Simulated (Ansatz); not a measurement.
Sn:
```
CELL_PARAMETERS angstrom
     -2.93927     2.93927     1.57462
      2.93927    -2.93927     1.57462
      2.93927     2.93927    -1.57462
ATOMIC_POSITIONS crystal
  Sn 0.75000 0.25000 0.50000
  Sn 0.00000 0.00000 0.00000
```

Relaxed with PBE+D3(BJ). Special points in fractions of this cell's reciprocal vectors: Γ (0.000, 0.000, 0.000); X (0.000, 0.000, 0.500); M (-0.500, 0.500, 0.500); Z (0.322, 0.322, -0.322); Z0 (-0.322, 0.678, 0.322); P (0.250, 0.250, 0.250); N (0.000, 0.500, 0.000).

Question: List the band energies nearest the Fermi level at these points for PBE+D3(BJ) (plane waves, PAW; program Ansatz).

Answer: In eV from the Fermi level; about four levels below and three above (degenerate sets whole), none deeper than 8.9 eV; points with the same levels are listed once.

```
k                    below                above
-  -----------------------  -------------------
Γ        -3.82 -2.04 -2.04       2.91 6.06 6.06
X                        –  0.50 0.50 1.44 1.44
M  -7.63 -7.63 -4.82 -4.82  5.33 5.33 9.13 9.13
Z  -5.56 -3.09 -2.83 -2.83       2.94 5.50 5.50
P  -5.88 -5.88 -3.54 -3.54  3.52 3.52 3.92 3.92
N  -5.34 -2.35 -1.77 -1.07       2.26 2.82 4.63
```

Space group I4_1/amd (β-Sn type). Symmetry was held in the PBE+D3(BJ) relaxation. The pairwise dispersion correction was not fitted to metals. Scalar-relativistic: spin–orbit coupling is off unless named, which matters more the heavier the elements.

Potentials: the later of the program's two PAW sets.
